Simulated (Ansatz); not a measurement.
Values for one crystal, relaxed and computed with plane-wave PAW PBEsol (Ansatz code); other levels are named.

- Volume per atom: 30.85 Å³
- Electronic character: metallic (no gap)
- Elastic constants (relaxed ions, GPa): C11 = 63.2, C22 = 71.0, C33 = 90.8, C12 = 41.6, C13 = 42.2, C23 = 41.3, C44 = 11.4, C55 = 8.8, C66 = 14.8
- Mechanical stability: stable (all eigenvalues of C positive)
- Pressure derivative B′: 5.5
- Zone-centre stability: no imaginary mode at Γ
- Highest zone-centre frequency: 87 cm⁻¹

Task: Which compound is it?
A. Re, 9R (Sm type)
B. Bi, Cmce (Bi on 8d, Bi on 8f)
C. Ni, bcc (W type)
D. Zr, P6/mmm (Zr on 1a, Zr on 2d)

Result: B, Bi, Cmce (Bi on 8d, Bi on 8f)

The workflow started from a Materials Project entry (that database holds measured and hypothetical structures alike); the Crystallography Open Database copy checked does not list it. It is not the phase usual at ambient conditions (space group No. 166). The cell keeps a stress of up to 0.3 GPa. Symmetry was held in the PBEsol relaxation. As this level gives no gap, shear constants depend on the k-mesh and smearing (Fermi–Dirac, 0.1 eV here). As this level gives no gap, phonon frequencies hold no LO–TO term and depend on the k-mesh and smearing (Fermi–Dirac, 0.1 eV here). On the denser mesh and wider smearing of the elastic run this cell carries a stress of 0.4 GPa. Scalar-relativistic: spin–orbit coupling is off unless named, which matters more the heavier the elements.

Potentials: the later of the program's two PAW sets.
